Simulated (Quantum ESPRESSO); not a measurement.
```
CELL_PARAMETERS angstrom
      0.00000     3.03766     3.03766
      3.03766     0.00000     3.03766
      3.03766     3.03766     0.00000
ATOMIC_POSITIONS crystal
  Cl 0.50000 0.50000 0.50000
  K  0.00000 0.00000 0.00000
```

Cell and atoms were relaxed with LDA from Materials Project entry mp-23193, within its symmetry.

What does LDA (pw.x of Quantum ESPRESSO, ONCV potentials, scalar-relativistic) give for the electronic structure near the Fermi level?

The LDA gap is direct, 5.12 eV at Γ.
